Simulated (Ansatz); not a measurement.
PtCl2:
```cif
data_Cl4Pt2
_chemical_formula_sum 'Pt2 Cl4'
_space_group_name_H-M_alt 'Pnnm'
_space_group_IT_number 58
_space_group_name_Hall '-P 2 2n'
_cell_length_a 3.46593
_cell_length_b 10.59490
_cell_length_c 3.40844
_cell_angle_alpha 90.000
_cell_angle_beta 90.000
_cell_angle_gamma 90.000
loop_
_space_group_symop_operation_xyz
  'x, y, z'
  '-x, -y, -z'
  '-x, -y, z'
  'x, y, -z'
  'x+1/2, -y+1/2, -z+1/2'
  '-x+1/2, y+1/2, z+1/2'
  '-x+1/2, y+1/2, -z+1/2'
  'x+1/2, -y+1/2, z+1/2'
loop_
_atom_site_label
_atom_site_type_symbol
_atom_site_symmetry_multiplicity
_atom_site_Wyckoff_symbol
_atom_site_fract_x
_atom_site_fract_y
_atom_site_fract_z
_atom_site_occupancy
Pt1 Pt 2 b 0.00000 0.00000 0.50000 1
Cl1 Cl 4 g 0.06159 0.14189 0.00000 1
```

Relaxed with LDA.

Q: Which orbitals make up the states near the band edges in LDA (plane waves, PAW; program Ansatz)?

A: Top 1 eV of the valence band: Pt 5d 64 %, Cl 3p 31 %. Bottom 1 eV of the conduction band: Pt 5d 46 %, Cl 3p 46 %. Projections are on Löwdin-orthogonalised atomic valence shells; empty p or d shells of many metals are not among them.

Q: Tabulate the density of states.

A: States/eV per cell of 6 atoms, in 0.25 eV bins, energy from the valence-band maximum.

| E (eV) | total | Cl 3p | Pt 5d | Pt 6s |
|---|---|---|---|---|
| -7.85 | 0.30 | 0.20 | 0.04 | 0.05 |
| -7.60 | 2.34 | 1.54 | 0.40 | 0.33 |
| -7.35 | 3.78 | 2.45 | 0.83 | 0.37 |
| -7.10 | 6.64 | 3.96 | 2.16 | 0.28 |
| -6.85 | 8.00 | 4.51 | 2.95 | 0.24 |
| -6.60 | 4.60 | 2.88 | 1.22 | 0.19 |
| -6.35 | 3.15 | 2.15 | 0.74 | 0.08 |
| -6.10 | 2.16 | 1.66 | 0.38 | 0.03 |
| -5.85 | 4.29 | 3.11 | 0.94 | 0.09 |
| -5.60 | 3.09 | 2.11 | 0.82 | 0.05 |
| -5.35 | 6.44 | 4.58 | 1.56 | 0.06 |
| -5.10 | 6.47 | 4.76 | 1.42 | 0.07 |
| -4.85 | 5.22 | 3.90 | 1.13 | 0.05 |
| -4.60 | 5.88 | 4.36 | 1.34 | 0.05 |
| -4.35 | 6.31 | 4.50 | 1.63 | 0.05 |
| -4.10 | 5.85 | 4.29 | 1.40 | 0.05 |
| -3.85 | 5.83 | 4.64 | 1.06 | 0.03 |
| -3.60 | 4.91 | 4.04 | 0.77 | 0.02 |
| -3.35 | 5.13 | 4.13 | 0.91 | 0.03 |
| -3.10 | 3.43 | 2.79 | 0.57 | 0.02 |
| -2.85 | 1.76 | 1.28 | 0.43 | 0.02 |
| -2.60 | 2.83 | 0.55 | 2.01 | 0.20 |
| -2.35 | 7.30 | 1.19 | 5.58 | 0.42 |
| -2.10 | 8.81 | 1.14 | 7.20 | 0.36 |
| -1.85 | 10.21 | 1.95 | 7.82 | 0.30 |
| -1.60 | 7.02 | 1.58 | 5.12 | 0.22 |
| -1.35 | 4.83 | 1.25 | 3.32 | 0.19 |
| -1.10 | 4.90 | 1.45 | 3.24 | 0.14 |
| -0.85 | 5.24 | 1.62 | 3.40 | 0.17 |
| -0.60 | 6.24 | 2.21 | 3.84 | 0.13 |
| -0.35 | 5.44 | 1.64 | 3.53 | 0.23 |
| -0.10 | 1.62 | 0.33 | 1.17 | 0.11 |
| 0.15 | 0.00 | 0.00 | 0.00 | 0.00 |
| 0.40 | 0.00 | 0.00 | 0.00 | 0.00 |
| 0.65 | 0.51 | 0.20 | 0.26 | 0.00 |
| 0.90 | 1.93 | 0.82 | 0.93 | 0.01 |
| 1.15 | 5.53 | 2.60 | 2.51 | 0.01 |
| 1.40 | 5.52 | 2.60 | 2.52 | 0.01 |
| 1.65 | 2.33 | 1.16 | 1.03 | 0.00 |
| 1.90 | 0.17 | 0.10 | 0.07 | 0.00 |
| 2.15 | 0.00 | 0.00 | 0.00 | 0.00 |
| 2.40 | 0.00 | 0.00 | 0.00 | 0.00 |
| 2.65 | 0.00 | 0.00 | 0.00 | 0.00 |
| 2.90 | 0.00 | 0.00 | 0.00 | 0.00 |
| 3.15 | 0.15 | 0.00 | 0.00 | 0.00 |
| 3.40 | 0.66 | 0.03 | 0.01 | 0.04 |
| 3.65 | 0.83 | 0.07 | 0.03 | 0.12 |
| 3.90 | 1.31 | 0.15 | 0.06 | 0.29 |
| 4.15 | 3.43 | 0.53 | 0.16 | 0.97 |
| 4.40 | 4.71 | 1.02 | 0.28 | 1.82 |
| 4.65 | 3.35 | 0.78 | 0.24 | 1.46 |
| 4.90 | 1.45 | 0.39 | 0.12 | 0.65 |
| 5.15 | 0.10 | 0.03 | 0.01 | 0.04 |
| 5.40 | 1.06 | 0.17 | 0.01 | 0.45 |

The first step of the workflow began from a Materials Project structure, measured or hypothetical; the Crystallography Open Database copy checked does not list it. COD files the formula under space group No. 166, so this cell is another polymorph or a model. Whether it is the stable phase at ambient conditions was not checked. The LDA relaxation kept the symmetry of its start; its stability against distortions is not shown here. The run is not spin-polarised. A crystal of weakly bound chains computed without a dispersion correction: the cell and the soft elastic constants depend strongly on that. Spin–orbit coupling is left out wherever it is not named.

Potentials: the later of the program's two PAW sets.
